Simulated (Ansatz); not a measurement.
**17O NMR of the central transition in CaZn2H10O8**

Cell: a Materials Project structure (computed, not necessarily an observed phase), atoms as given.

Space group P2_1/c (No. 14); a = 6.2155, b = 9.9755, c = 6.9250 Å, β = 106.44°.

```csv
site,Wyckoff,site symmetry,x,y,z
Ca,2a,-1,0.0000,0.5000,0.5000
Zn,4e,1,0.4673,0.2512,0.8141
H7,4e,1,0.5738,0.4616,0.2452
H11,4e,1,0.3393,0.5677,0.9750
H15,4e,1,0.8184,0.4033,0.8300
H19,4e,1,0.1793,0.2852,0.9749
H23,4e,1,0.9139,0.2805,0.7323
O27,4e,1,0.2889,0.2110,0.0171
O31,4e,1,0.3760,0.5744,0.1230
O35,4e,1,0.6859,0.3894,0.3028
O39,4e,1,0.9621,0.3712,0.7778
```

One atom of each set is listed.

Computed with Ansatz: DFT, PBE, plane waves and PAW, scalar-relativistic, 420 eV cutoff, Γ-centred 4×2×3 k-points, Fermi–Dirac smearing 0.02 eV.

17O has I = 5/2 and Q = -25.58 mb (Pyykkö 2018); at 14.1 T its Larmor frequency is ν₀ = 81.4 MHz. Only the quadrupole interaction is simulated: positions count from each site's isotropic chemical shift, and J coupling is left out, as are shift anisotropy and dipolar coupling, which fast spinning averages.

(1) Give C_Q, η, the quadrupolar product P_Q = |C_Q|(1 + η²/3)^½, the second-order isotropic shift and the breadth of the pattern (fast magic-angle spinning) for each O site.

## Answers

(1) 

| site | first shell | C_Q (MHz) | η | P_Q (MHz) | δ_QIS (ppm) | breadth (kHz) |
| --- | --- | --- | --- | --- | --- | --- |
| O27 | 1 H at 0.99 Å, 2 Zn at 2.06–2.08 Å; also 1 Ca at 2.75 Å | -4.66 | 0.81 | 5.15 | -24.0 | 4.43 |
| O31 | 1 H at 0.99 Å, 1 Zn at 1.98 Å; also 2 H at 1.36–1.70 Å | -5.63 | 0.45 | 5.82 | -30.6 | 5.79 |
| O35 | 1 H at 1.00 Å, 1 Zn at 1.97 Å; also 1 H at 1.93 Å, 1 Ca at 2.32 Å | -5.09 | 0.95 | 5.80 | -30.5 | 5.48 |
| O39 | 2 H at 0.98–1.10 Å, angle 100°; also 1 H at 1.84 Å, 1 Ca at 2.38 Å, 1 Zn at 3.30 Å | -7.27 | 0.74 | 7.90 | -56.5 | 10.5 |

δ_QIS = −(ν_Q²/30ν₀²)[I(I+1) − 3/4](1 + η²/3) × 10⁶ ppm with ν_Q = 3|C_Q|/[2I(2I−1)]; it falls as 1/B₀² in ppm, and the breadth as 1/B₀ in kHz.

At O31 V_zz points along the shorter of its two bonds, to H (within 7°).
